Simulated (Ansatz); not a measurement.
Computed with DFT PBE, scalar-relativistic, plane waves, PAW (Ansatz 0.2.0). Settings of the last relaxation (5-atom cell): 420 eV, 16×16×16 k points, Gaussian smearing of 0.10 eV, collinear spin.

The zero of energy is the elements' standard structures at the same level; no fitted shifts are applied.

Problem. Suggest a trial structure for a tetragonal metal with formula Fe2Pt3, with a formation energy near −0.11 eV/atom, a density near 15.74 g/cm³ and a net moment near 1.4 μB per atom, in a cell of 5 atoms. Its symmetry should be I4/mmm (No. 139).

Solution. Fe2Pt3, space group I4/mmm (No. 139). Around Fe lie 9 Pt at 2.61–2.85 Å, 1 Fe at 2.90 Å and 4 Fe at 3.24 Å; around Pt on a site of symmetry 4mm lie 4 Fe at 2.61 Å, 5 Pt at 2.71–2.79 Å, 1 Fe at 2.85 Å and 4 Pt at 3.24 Å; Pt on a site of symmetry 4/mmm is surrounded by 2 Pt at 2.71 Å, 8 Fe at 2.71 Å and 4 Pt at 3.24 Å.

```
CELL_PARAMETERS angstrom
-1.61954 1.61954 7.00949
1.61954 -1.61954 7.00949
1.61954 1.61954 -7.00949
ATOMIC_POSITIONS crystal
Fe 0.89668 0.89668 0.00000
Fe 0.10332 0.10332 0.00000
Pt 0.69306 0.69306 0.00000
Pt 0.30694 0.30694 0.00000
Pt 0.50000 0.50000 0.00000
```

* Volume per atom: 14.71 Å³
* Density: 15.74 g/cm³
* Energy over the elements: −0.11 eV/atom
* Gap on the 16×16×16 mesh of the 5-atom cell: 0 eV (a metal)
* Net moment per atom: 1.43 μB
* Moment by site: Fe -3.1 (×2); Pt -0.3 (×2), -0.4 μB

The cell was found from a structure generator's guess, not taken from experiment. Other answers may fit too; this one was computed.

Spin–orbit coupling, which can matter for Pt, is left out. The magnetic state reached may not be the lowest. A structure relaxed within its symmetry needn't be a true minimum. Site moments count only spheres around the atoms; the net moment includes the space between them.
